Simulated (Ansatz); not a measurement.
Level of theory: Ansatz 0.2.0, DFT, RPBE, plane waves (420 eV) with PAW, scalar-relativistic. (PAW data from PBE, frozen cores regenerated.)

An element in the dhcp structure gives this curve. The cell is scaled uniformly from the relaxed one, with fractional coordinates and shape fixed. Energies are extrapolated to zero smearing, pressures are those at the given smearing. Magnetic state: spin not included.

| V (Å³/atom) | E − E₀ (meV/atom) | P (GPa) |
| --- | --- | --- |
| 29.512 | 37.8 | 3.62 |
| 30.853 | 14.8 | 2.09 |
| 32.195 | 3.0 | 0.91 |
| 33.536 | 0.0 | 0.00 |
| 34.878 | 3.7 | -0.70 |
| 36.219 | 12.6 | -1.24 |
| 37.560 | 25.5 | -1.65 |

**Question.** Which element is it?
A. thallium
B. lutetium
C. tin
D. lanthanum

**Answer.** A. Its fit is V₀ = 33.41 Å³/atom, B₀ = 20 GPa, B₀′ = 5.5.
